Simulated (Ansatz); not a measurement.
**TeAs2: how the plane-wave cutoff moves the results**

Level of theory: DFT PBE, scalar-relativistic, plane waves, PAW (Ansatz).

```xyz
6
Lattice="-3.5384 3.6113 2.9205 3.6030 -3.6337 3.0256 3.4840 3.5793 -2.9476" Properties=species:S:1:pos:R:3 pbc="T T T"
Te   -0.0250    3.6081    1.4784
Te    0.0467   -0.0437    0.0142
As    1.7866    0.0084    2.2342
As    1.7579    3.5183   -0.7904
As    3.6000    1.7998    0.7373
As    0.0549    1.7481    3.7096
```

- Γ-centred k-mesh: 6×6×6
- occupation rule: Gaussian smearing, 0.1 eV
- spin treatment: unpolarised
- valence charge of the PAW sets: Te 16, As 15

The atoms are held and the plane-wave cutoff is swept. Energies are extrapolated to zero smearing and count from the reference run, 600 eV. The cell was strained and its atoms displaced at random, so that forces don't vanish. Spin–orbit coupling is left out. Pressure is positive in compression and holds a correction for the finite cutoff (Pulay stress).

Times are rough; the reference took 2.4 min on 1 thread of Intel(R) Xeon(R) Processor @ 2.70GHz, on a shared host, peak memory 1.2 GiB.

(1) One run gave ΔE = 61.2 meV/atom and P = -1.75 GPa. Which plane-wave cutoff did it use, of 200, 250, 300, 350, 420?

## Answers

(1) 300 eV. All runs:

```
cutoff (eV)  ΔE (meV/atom) P (GPa) largest change of a force component (eV/Å) plane waves at Γ  wall time (s)
        200           5638    -3.60                                       0.182               981             31
        250            741    -1.33                                       0.015              1355             39
        300           61.2    -1.75                                       0.009              1803             57
        350           4.00    -1.83                                       0.001              2231             88
        420           0.84    -1.83                                       0.000              2951             91
        600           0.00    -1.83                                       0.000              5067            140
```